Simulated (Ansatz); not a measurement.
Task: Ru (bcc (W type), Im-3m) is relaxed with plane-wave PAW r²SCAN (Ansatz code). What lattice parameters of the conventional cell result?

Result: a = 3.033 Å.

The start of the workflow was typed in or built on a structure type; neither database checked (COD, Materials Project) lists it. It is not the phase usual at ambient conditions (space group No. 194). Symmetry was held in the r²SCAN relaxation. At this level the phase is mechanically unstable. No spin polarisation was allowed.

Potentials: the earlier of the program's two PAW sets.
